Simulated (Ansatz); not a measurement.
The start is a generated cell, Pt placed in the AFLOW prototype A_hR1_166_a (A10, as in Hg). The structure is fully relaxed (lattice and positions, P = 0) with PBEsol (plane waves to 420 eV, PAW, scalar-relativistic; Ansatz, a program for electronic structure). First-step values are on the input's coarse k-mesh.

Ansatz input (later rounds restart from its end on a renewed k-mesh):
Ansatz 0.2 input:
```yaml
crystal:
  lattice:
    - [1.501244, 0.8667436, 1.9288792]
    - [-1.501244, 0.8667436, 1.9288792]
    - [0, -1.7334872, 1.9288792]
  atoms:
    - { symbol: Pt, position: [0, 0, 0] }
basis: { ecutwfc: 420, ecutrho_ratio: 4, xc_grid: 2, fft_grid_basis: typed }
kpoints: { mp_grid: { grid: [14, 14, 14] } }
hamiltonian:
  xc: pbesol
  dispersion: none
  pseudopotentials: { kind: paw }
scf: { occupations: { method: fermi_dirac, width: 0.05 } }
relax: { f_tol: 0.01, max_steps: 100, cell: { stress_tol: 0.02 } }
output: { forces: true, stress: true }
```

Question: What pressure does the first self-consistent step give?

Answer: +14.5 GPa (positive: the cell is compressed).

Question: What symmetry does the relaxed structure have?

Answer: The space group goes from R-3m (No. 166) to Fm-3m (No. 225); the end is fcc (Cu type), with 1 atom in the primitive cell.

Question: How much energy is released per atom?

Answer: 0.31 eV/atom.

Question: How do the shortest distances between atoms change?

Answer: The closest pairs of elements (up to four, under 3.6 Å), start → end: Pt–Pt 2.59 → 2.77 Å.

Question: Is the relaxed structure metallic? Give its gap.

Answer: No gap (metallic).

Final values are on a 20×20×20 k-mesh of the relaxed cell. No spin polarisation in the result.

The run could not lose the symmetry of its start.
